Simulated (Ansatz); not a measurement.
Start of a relaxation, 1 HF a cell, flat, over a top N site (TaN, Fm-3m (No. 225), (1 0 0) face):

```xyz
26
Lattice="6.2015 0.0000 0.0000 0.0000 6.2015 0.0000 0.0000 0.0000 22.3851" Properties=species:S:1:pos:R:3 pbc="T T T"
Ta    3.1007    3.1007    8.0000
Ta    3.1007    0.0000    8.0000
Ta    0.0000    3.1007    8.0000
Ta    0.0000    0.0000    8.0000
N     1.5504    1.5504    8.0000
N     1.5504    4.6511    8.0000
N     4.6511    1.5504    8.0000
N     4.6511    4.6511    8.0000
Ta    4.6511    4.6511   10.2621
Ta    4.6511    1.5504   10.2621
Ta    1.5504    4.6511   10.2621
Ta    1.5504    1.5504   10.2621
N     3.1007    3.1007   10.1552
N     3.1007    0.0000   10.1552
N     0.0000    3.1007   10.1552
N     0.0000    0.0000   10.1552
Ta    0.0000    0.0000   12.3120
Ta    0.0000    3.1007   12.3120
Ta    3.1007    0.0000   12.3120
Ta    3.1007    3.1007   12.3120
N     4.6511    4.6511   12.6263
N     4.6511    1.5504   12.6263
N     1.5504    4.6511   12.6263
N     1.5504    1.5504   12.6263
F     4.6511    4.6511   14.7763
H     3.8097    4.2550   14.7763
```

Level of theory: DFT PBE+D3(BJ), scalar-relativistic, plane waves, PAW (Ansatz). Cutoff 420 eV; k points 3×3×1 on the computed 26-atom cell (Γ-centred); Gaussian smearing, width 0.10 eV; no spin polarisation. The cell repeats along c with a dipole correction in the vacuum.

Atoms 1, 2, 3, 4, 5, 6, 7, 8 (counted from 1) are held. The cell is fixed. Force threshold 0.04 eV/Å.

```csv
step,E − E_final (eV),largest force (eV/Å)
1,2.628,2.662
2,2.131,1.091
3,1.962,1.629
4,1.713,1.171
5,1.630,1.074
6,1.562,1.230
7,1.458,1.138
8,1.321,0.544
9,1.144,0.328
10,1.064,0.355
11,1.047,0.275
12,1.030,0.082
13,1.026,0.086
14,1.018,0.318
15,1.007,0.617
16,0.986,0.624
17,0.952,0.537
18,0.906,0.403
19,0.842,0.357
20,0.786,0.429
21,0.756,0.904
22,0.626,1.046
23,0.391,1.518
24,0.192,1.290
25,0.091,2.288
26,0.026,0.446
27,0.068,0.447
28,0.006,0.330
29,0.017,0.241
30,0.000,0.036
```

(1) What is the final structure?

The end is the local minimum or symmetric point that this start leads to. The slab is only 4.4 Å thick, so the energy isn't converged with thickness.

Spin–orbit coupling is left out, which can shift energies with elements as heavy as these.

Answers

(1)
```xyz
26
Lattice="6.2015 0.0000 0.0000 0.0000 6.2015 0.0000 0.0000 0.0000 22.3851" Properties=species:S:1:pos:R:3 pbc="T T T"
Ta    3.1007    3.1007    8.0000
Ta    3.1007    0.0000    8.0000
Ta    0.0000    3.1007    8.0000
Ta    0.0000    0.0000    8.0000
N     1.5504    1.5504    8.0000
N     1.5504    4.6511    8.0000
N     4.6511    1.5504    8.0000
N     4.6511    4.6511    8.0000
Ta    4.8388    4.6069   10.1002
Ta    4.5139    1.5856   10.1702
Ta    1.4126    4.6599   10.1876
Ta    1.6363    1.5472   10.1895
N     3.1051    3.2976   10.1554
N     3.1825   -0.1829   10.1543
N     0.0241    2.9399   10.1434
N    -0.0626    0.1472   10.1036
Ta    0.1273    0.1235   12.2257
Ta    0.1253    2.9688   12.4188
Ta    2.9717    0.1090   12.2409
Ta    2.9557    2.9623   12.2458
N     4.6243    4.6940   12.5069
N     4.6222    1.5269   12.4464
N     1.5814    4.6560   12.4854
N     1.5935    1.4882   12.9596
F     6.0248    3.2466   14.3317
H     4.7135    4.5805   13.5326
```

The reference crystal is the rock-salt form of TaN, which isn't its usual structure.

Cost: 1 run of about 32 core-minutes, on Intel Xeon Platinum 8559C (Emerald Rapids) (shared hosts).